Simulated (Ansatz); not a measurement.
## CdCAs2 (ordering on zincblende) by several functionals

All numbers come from the plane-wave code Ansatz. Note: simulated data, non-magnetic, for a generated structure that need not be the stable one.

The cell is an ordered 8-atom cell of CdCAs2 on the zincblende lattice (I-42d); cell and atoms were relaxed with r2SCAN. Space group I-42d (No. 122), tetragonal; a = 5.736 Å, c = 9.000 Å in the conventional setting, 18.51 Å³ an atom. Cd has 4 As at 2.66 Å; As has 2 C at 2.05 Å and 2 Cd at 2.66 Å; C has 4 As at 2.05 Å.

```cif
data_structure
_symmetry_space_group_name_H-M 'P 1'
_symmetry_Int_Tables_number 1
_cell_length_a 6.0579
_cell_length_b 6.0579
_cell_length_c 6.0579
_cell_angle_alpha 123.487
_cell_angle_beta 123.487
_cell_angle_gamma 84.060
_cell_volume 148.05
loop_
_atom_site_label
_atom_site_type_symbol
_atom_site_fract_x
_atom_site_fract_y
_atom_site_fract_z
_atom_site_occupancy
Cd1 Cd 0.00000 0.00000 0.00000 1
As1 As 0.37500 0.46159 0.58659 1
Cd2 Cd 0.75000 0.25000 0.50000 1
As2 As 0.21159 0.62500 0.08659 1
C1 C 0.50000 0.50000 0.00000 1
As3 As 0.87500 0.78841 0.41341 1
C2 C 0.25000 0.75000 0.50000 1
As4 As 0.53841 0.12500 0.91341 1
```

Relaxed lattice by functional, symmetry kept:
```json
{"functional": "PBE", "k mesh": "6×6×6", "a (Å)": "5.783", "c (Å)": "9.092", "volume (Å³/atom)": "19.00"}
{"functional": "r2SCAN", "k mesh": "6×6×6", "a (Å)": "5.736", "c (Å)": "9.000", "volume (Å³/atom)": "18.51"}
```

On this one geometry the levels give:
```csv
level,k mesh,gap (eV),kind,edges,least direct gap (eV)
PBE,6×6×6,0.20,direct,Γ,0.20
PBE+SOC,6×6×6,0.18,direct,Γ,0.18
r2SCAN,6×6×6,0.39,direct,Γ,0.39
HSE06,4×4×4,0.69,direct,Γ,0.69
PBE0,4×4×4,1.33,direct,Γ,1.33
```
PBE, PBE+SOC: smearing of 0.02 eV; the others have fixed occupations.
Wave cutoffs: 420 eV, 500 eV (r2SCAN).

HSE06 gives a direct gap of 0.69 eV at Γ. Spin-orbit coupling changes the PBE gap by -0.01 eV, to 0.18 eV. With so small a gap spin-orbit coupling can invert the bands, which the size of the gap doesn't show: the edges may have crossed and parted again.

r2SCAN covers 40 % of the step from PBE to HSE06. For gaps to 0.1 eV, spin-orbit coupling (up to 0.01 eV here) can be left out. Among these functionals the gap stays direct.

Only the levels marked +SOC include spin-orbit coupling.

The meshes of the hybrids are coarse, so their gaps aren't converged to the digits shown.
